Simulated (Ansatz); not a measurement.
ScAg$_{3}$ (Cu3Au type, Pm-3m) under volume change, DFT-PBEsol in the program Ansatz with PAW potentials, scaled uniformly.

```json
[
 {"V (Å³/atom)": "16.351", "E − E(relaxed) (meV/atom)": "55.4", "P (GPa)": "12.09"},
 {"V (Å³/atom)": "16.890", "E − E(relaxed) (meV/atom)": "23.0", "P (GPa)": "7.29"},
 {"V (Å³/atom)": "17.429", "E − E(relaxed) (meV/atom)": "5.4", "P (GPa)": "3.31"},
 {"V (Å³/atom)": "17.968", "E − E(relaxed) (meV/atom)": "0.0", "P (GPa)": "0.00"},
 {"V (Å³/atom)": "18.507", "E − E(relaxed) (meV/atom)": "4.8", "P (GPa)": "-2.74"},
 {"V (Å³/atom)": "19.046", "E − E(relaxed) (meV/atom)": "17.9", "P (GPa)": "-5.02"},
 {"V (Å³/atom)": "19.585", "E − E(relaxed) (meV/atom)": "38.1", "P (GPa)": "-6.91"}
]
```

What does a third-order Birch–Murnaghan fit give for V₀, B₀ and B′?

V₀ = 17.97 Å³/atom, B₀ = 100 GPa, B′ = 5.2.

The start of the workflow was typed in or built on a structure type; neither database checked (COD, Materials Project) lists it. Its standing as an ambient phase is unchecked. The cell was relaxed with PBEsol under the symmetry of its start; whether a distortion lowers the energy is not shown. The run is not spin-polarised.

Potentials: the later of the program's two PAW sets.
